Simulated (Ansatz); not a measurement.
GeSe:
```yaml
crystal:
  lattice:
    - [10.63031, 0.00000, 0.00000]
    - [0.00000, 3.83294, 0.00000]
    - [0.00000, 0.00000, 4.20004]
  atoms:
    - { symbol: Ge, position: [0.11947, 0.25000, 0.10539] }
    - { symbol: Ge, position: [0.38053, 0.75000, 0.60539] }
    - { symbol: Ge, position: [0.88053, 0.75000, 0.89461] }
    - { symbol: Ge, position: [0.61947, 0.25000, 0.39461] }
    - { symbol: Se, position: [0.85640, 0.25000, 0.49190] }
    - { symbol: Se, position: [0.64360, 0.75000, 0.99190] }
    - { symbol: Se, position: [0.14360, 0.75000, 0.50810] }
    - { symbol: Se, position: [0.35640, 0.25000, 0.00810] }
```

Relaxed with LDA. Special points in fractions of this cell's reciprocal vectors: Γ (0.000, 0.000, 0.000); X (0.500, 0.000, 0.000); S (0.500, 0.500, 0.000); Y (0.000, 0.500, 0.000); Z (0.000, 0.000, 0.500); U (0.500, 0.000, 0.500); R (0.500, 0.500, 0.500); T (0.000, 0.500, 0.500).

**Question.** List the band energies nearest the valence-band maximum at these points for plane-wave PAW LDA (Ansatz code).

**Answer.** In eV from the valence-band maximum; about four levels below and three above (degenerate sets whole), none deeper than 8.9 eV; points with the same levels are listed once.

```csv
k,below,above
Γ,-1.67 -1.41 -1.01 -0.47,0.28 2.60 2.61
X,-2.05 -2.05 -0.62 -0.62,2.16 2.16 2.39 2.39
S,-1.61 -1.61 -1.61 -1.61,1.33 1.33 1.33 1.33
Y,-1.40 -1.40 -1.29 -1.29,0.86 0.86 1.09 1.09
Z,-1.15 -1.15 -0.56 -0.56,0.98 0.98 1.50 1.50
U,-0.71 -0.71 -0.69 -0.69,1.01 1.01 1.59 1.59
R,-1.78 -1.78 -1.78 -1.78,2.28 2.28 2.28 2.28
T,-2.69 -2.69 -1.85 -1.85,2.69 2.69 3.26 3.26
```

Space group Pnma. Symmetry was held in the LDA relaxation. A crystal of weakly bound layers computed without a dispersion correction: the cell and the soft elastic constants depend strongly on that. Scalar-relativistic: spin–orbit coupling is off unless named, which matters more the heavier the elements.

Potentials: the later of the program's two PAW sets.
